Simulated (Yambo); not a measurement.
CaO$_{2}$H$_{2}$ (space group P-3m1, No. 164), G0W0@PBEsol in Yambo with this input:

```
rim_cut
gw0
dyson
el_el_corr
HF_and_locXC
ppa
em1d
RandQpts= 1000000
RandGvec= 1 Ry
EXXRLvcs= 84 Ry
VXCRLvcs= 336 Ry
Chimod= "HARTREE"
% BndsRnXp
 1 | 100 |
%
NGsBlkXp= 8 Ry
% LongDrXp
 1.0 | 1.0 | 1.0 |
%
PPAPntXp= 27.2114 eV
% GbndRnge
 1 | 100 |
%
GTermKind= "BG"
DysSolver= "n"
ExtendOut
```

On a 6×6×4 mesh, with wavefunctions cut at 84 Ry, the gap (Γ → Γ) is 6.647 eV and the valence edge shifts by -1.529 eV.

### Question
What happens with this change: 2 Ry block?

### Answer
The gap falls by 0.107 eV, to 6.540 eV; the shift of the valence edge becomes -1.504 eV. Neither run is shown to be the converged limit.

Geometry relaxed with PBE+D3(BJ); primitive cell a = b = 3.5812 Å, c = 4.7625 Å, α = β = 90.00°, γ = 120.00°.

A shift is the quasiparticle energy of the state minus its PBEsol energy.
